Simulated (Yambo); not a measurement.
**Excitons in RbH**

```
CELL_PARAMETERS angstrom
      0.00000     3.00408     3.00408
      3.00408     0.00000     3.00408
      3.00408     3.00408     0.00000
ATOMIC_POSITIONS crystal
  H  0.00000 0.00000 0.00000
  Rb 0.50000 0.50000 0.50000
```

The geometry is that of Materials Project entry mp-24721, symmetrised and not relaxed again.

BSE in Yambo on PBEsol (pw.x of Quantum ESPRESSO, ONCV potentials, scalar-relativistic) bands: 10×10×10 mesh, 1 valence and 6 conduction bands, static screening with 24 bands and a 4 Ry block, scissor 2.54 eV, Tamm-Dancoff; field along x.

```tsv
state	energy (eV)	states within 2 meV	relative strength	class	main transitions
1	4.61	3	1.00	strong	VB → CB (97 %)
2	4.75	1	< 0.01	dark	VB → CB (99 %)
3	5.00	3	0.15	strong	VB → CB (99 %)
4	5.04	1	< 0.01	dark	VB → CB (100 %)
5	5.14	3	< 0.01	dark	VB → CB (99 %)
6	5.14	2	< 0.01	dark	VB → CB (100 %)
7	5.16	3	< 0.01	dark	VB → CB (100 %)
8	5.23	3	< 0.01	dark	VB → CB (100 %)
9	5.24	1	< 0.01	dark	VB → CB (100 %)
```

These are vertical excitations (zero momentum). The direct quasiparticle gap on this mesh is 5.27 eV; counted from there, state 1 is bound by 0.66 eV. Convergence with the mesh was not shown.

Spin singlets only. Strengths are relative to the strongest of the lowest states of this run; strong means a line over 3 % of the spectrum's maximum, dark under 0.03 %. Absolute energies carry the error of the G0W0 scissor, whose convergence isn't established.
